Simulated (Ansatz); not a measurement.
The elements of this relaxed trial crystal are hidden behind letters.

```
lattice vectors (Å)
   4.6826    0.0000    0.0000
   0.0000    4.6826    0.0000
   0.0000    0.0000    4.6826
fractional positions
X 0.0000 0.0000 0.0000
Z 0.0000 0.5000 0.0000
Z 0.5000 0.0000 0.0000
Z 0.0000 0.0000 0.5000
```

The calculation used DFT PBE, scalar-relativistic, plane waves, PAW in Ansatz. The final run on the 4-atom cell used 420 eV, a Γ-centred 10×10×10 mesh, 0.10 eV smearing and no spin polarisation.

```
Space group                                 : Pm-3m (No. 221)
Conventional cell                           : a = 4.683 Å
Volume per atom                             : 25.67 Å³
Density                                     : 4.53 g/cm³
Formation energy                            : −0.03 eV/atom
Gap on the 10×10×10 mesh of the 4-atom cell : 0 eV (a metal)
```

Energies are uncorrected and count from the elements' standard states at the same level.

Question: X is a d-block element of period 6 and Z is a p-block element of period 3. Which elements are they?

Answer: X = W, Z = S, so the formula is WS3, here in the ReO3 type. Density times volume gives a mean mass of 4.53 × 25.67/1.6605 = 70.0 u per atom, and this set has 70.0 u. W has 6 S at 2.34 Å; around S lie 2 W at 2.34 Å. Other sets within the hints have nearly the same mass, so mass alone doesn't settle it; this one was computed.

Spin–orbit coupling, which can matter for W, is left out. Symmetry constrained the relaxation, so the result can be a saddle point.
